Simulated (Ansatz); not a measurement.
A plane-wave DFT run in Ansatz 0.2.0 (scalar-relativistic PAW potentials unless the input names others): input and command.

```yaml
crystal:
  lattice:
    - [0.0, 4.1464292462, 4.1464292462]
    - [4.1464292462, 0.0, 4.1464292462]
    - [4.1464292462, 4.1464292462, 0.0]
  atoms:
    - { symbol: Na, position: [0.2470136463, 0.2531531721, 0.2531531721], spin: 2.0 }
    - { symbol: Sr, position: [0.7513868507, 0.7485356795, 0.7485356795] }
    - { symbol: "Y", position: [0.4999554839, 0.5000470028, 0.5000470028] }
    - { symbol: W, position: [7.7379e-06, -8.1701e-06, -8.1701e-06] }
    - { symbol: O, position: [0.7679093677, 0.2330759977, 0.2330759977] }
    - { symbol: O, position: [0.2311670562, 0.7679093677, 0.7679093677] }
    - { symbol: O, position: [0.7492971924, 0.7855622429, 0.2146512148] }
    - { symbol: O, position: [0.249591839, 0.2156008563, 0.7865215429] }
    - { symbol: O, position: [0.249591839, 0.7865215429, 0.2156008563] }
    - { symbol: O, position: [0.7492971924, 0.2146512148, 0.7855622429] }
basis:
  ecutwfc: 420
kpoints:
  mp_grid: { grid: [6, 6, 6] }
hamiltonian:
  xc: pbe
scf:
  occupations: { method: gaussian, width: 0.05 }
  max_iter: 100
output:
  forces: true
  eigenvalues: true
  stress: true
```

```bash
ansatz run input.yaml --threads 2 --pin off --max-ram 5120MiB --backend cpu --events-out ev --progress --plain --runs-dir out
```

Task: What is wrong with this input?

Result: The program refuses it, because of a moment without spin polarisation (crystal.atoms[0].spin: not typed → 2.0). Without that key it is accepted.

Abridged log:
```
Error: inconsistent input (magnetization.spin_polarized): false but per-atom `spin:`, `per_species`, `initial_magnetization`, `magnetic_field`, or `spin_locking` is set
```